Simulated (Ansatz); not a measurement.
Relaxed SnO (litharge type, space group P4/nmm):

```yaml
crystal:
  lattice:
    - [3.83618, 0.00000, 0.00000]
    - [0.00000, 3.83618, 0.00000]
    - [0.00000, 0.00000, 4.75736]
  atoms:
    - { symbol: Sn, position: [0.50000, 0.00000, 0.24343] }
    - { symbol: Sn, position: [0.00000, 0.50000, 0.75657] }
    - { symbol: O, position: [0.00000, 0.00000, 0.00000] }
    - { symbol: O, position: [0.50000, 0.50000, 0.00000] }
```

In each cell atom 2 (Sn, nearest neighbour O at 2.241 Å; its periodic images, 3.8 Å or more away, move with it) moves by s·(0.707, 0.707, 0.000) (along Cartesian [110]), the rest being held.

The numbers are results of PBE-D3(BJ) (plane waves to 420 eV, PAW, scalar-relativistic; Ansatz, an electronic-structure program), not measurements. k mesh 10×10×8 (Γ-centred), Fermi-Dirac smearing 0.05 eV. E stands for the smeared free energy. With partly filled bands, energies and forces of such displacements shift with the k mesh and the smearing. F⊥ is the part of the force across the line. At this level the bands of SnO touch or barely overlap; measurements give the solid a gap. SnO was relaxed with its symmetry unable to fall. The PAW data are Ansatz's earlier set. ΔE is measured from the undisplaced structure.

```tsv
s (Å)	|F⊥| (eV/Å)	ΔE (eV/cell)
-0.670	…	1.146
-0.536	…	0.711
-0.402	1.411	0.386
-0.268	…	…
-0.134	0.153	0.040
0.000	0.002	0.000
0.134	0.153	0.040
0.268	…	…
0.402	1.411	0.386
0.536	…	0.711
0.670	…	1.146
```

Problem. Complete the blanks.

Solution. 
- -0.670, |F⊥| (eV/Å): 4.020
- -0.536, |F⊥| (eV/Å): 2.556
- -0.268, |F⊥| (eV/Å): 0.614
- -0.268, ΔE (eV/cell): 0.166
- 0.268, |F⊥| (eV/Å): 0.614
- 0.268, ΔE (eV/cell): 0.166
- 0.536, |F⊥| (eV/Å): 2.556
- 0.670, |F⊥| (eV/Å): 4.020

(A displaced cell: forces are minus the slopes of the energy, force constants its curvatures, and phonons follow from these.)
